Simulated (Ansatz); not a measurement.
CuO in space group P4_2/mmc (No. 131; Cu on 2d, O on 2f), PBE (plane waves, PAW; program Ansatz), all energies at zero smearing, with the estimated change up to a 700 eV cutoff added, with one set of potentials and settings (totals compare only within such a set). Cell of 4 atoms (2 Cu, 2 O): -14382.603 eV.

| element | reference phase | E (eV/atom) |
|---|---|---|
| Cu | Fm-3m, 1 atoms in the cell | -6625.1847 |
| O | C2/m, 4 atoms in the cell, spin-polarised | -565.0042 |

Formation energy per atom, worked out: (-14382.603 − 2×(-6625.1847) − 2×(-565.0042))/4 = -0.556 eV/atom (-54 kJ per mol of atoms), at 0 K, without zero-point energy or fitted corrections.

The start of the workflow was typed in or built on a structure type; neither database checked (COD, Materials Project) lists it. It is not the phase usual at ambient conditions (space group No. 15). The cell was relaxed with PBE under the symmetry of its start; whether a distortion lowers the energy is not shown. The workflow began spin-polarised and lost its moments. No Hubbard U is applied. The references are the lowest solids computed at this level, not always the standard phases (solids in place of the gases).

Potentials: the earlier of the program's two PAW sets.
